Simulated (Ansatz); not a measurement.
Computed properties of C

C:
```xyz
8
Lattice="2.3054 4.5741 0.0000 -2.3054 4.5741 0.0000 -1.5535 0.0000 3.2449" Properties=species:S:1:pos:R:3 pbc="T T T"
C     -0.7868     7.3584     1.4553
C     -0.7668     1.7898     1.7896
C      0.0100     7.3584     0.1671
C     -1.5635     1.7898     3.0778
C     -2.4622     3.0309     2.8513
C      0.9086     6.1173     0.3936
C      0.1319     3.0309     2.0161
C     -1.6854     6.1173     1.2288
```

Space group C2/c (No. 15); conventional cell a = 4.6109 Å, b = 9.1482 Å, c = 3.5976 Å, α = 90.00°, β = 115.58°, γ = 90.00°.

Method: PBEsol (plane waves, PAW; program Ansatz). The cell and atoms are relaxed at this level. Other levels are named where they apply.

Cell and energy:

```
Quantity             Result
---------------  ----------
Volume per atom     8.55 Å³
Density          2.33 g/cm³
```

Electronic structure:

```
Item                                                                                                                            Result
----------------------------------------  --------------------------------------------------------------------------------------------
Band gap                                                                                                            0.17 eV (indirect)
Valence-band maximum                                                                                                              at Γ
Conduction-band minimum                   off the standard path, at k = (0.203, -0.497, -0.422) in fractions of the reciprocal vectors
Smallest direct gap on the standard path                                                                                       1.03 eV
Electron effective mass                                                                          0.38, 0.42, 2.3 mₑ (principal values)
Hole effective mass                                                                                     0.64 along x, 1.5 along z (mₑ)
HSE06 gap on the PBEsol cell                                                                                                   0.95 eV
```

Mechanics:

```
Item                                                                                                                                                                                  Result
-------------------------------------  -----------------------------------------------------------------------------------------------------------------------------------------------------
Elastic constants (relaxed ions, GPa)  C11 = 351, C22 = 12.0, C33 = 623, C12 = 3.2, C13 = 80.1, C23 = 2.4, C44 = 2.1, C55 = 281, C66 = -1.9, C15 = -114, C25 = -0.2, C35 = -82.8, C46 = -2.1
Mechanical stability                                                                                                                                  unstable (C has a negative eigenvalue)
```

Dielectric response:

```
Property                                                            Value
----------------------------------------  -------------------------------
Electronic dielectric constant ε∞ (DFPT)  8.02 (xx), 5.99 (yy), 8.50 (zz)
```

Phonons:

```
Quantity                                             Result
-------------------------------  --------------------------
Highest zone-centre frequency                     163.0 meV
Zone-centre stability                no imaginary mode at Γ
Dynamical stability on the path  unstable, down to 29i cm⁻¹
```

The start of the workflow was typed in or built on a structure type; neither database checked (COD, Materials Project) lists it. It is not the phase usual at ambient conditions (space group No. 194, 227). The PBEsol relaxation kept the symmetry of its start. The volume moved by 100 % from the start of the relaxation.

Potentials: the earlier of the program's two PAW sets. The files were generated under PBE; for other functionals the program regenerates the frozen cores, and for LDA and PBEsol the local potential too.
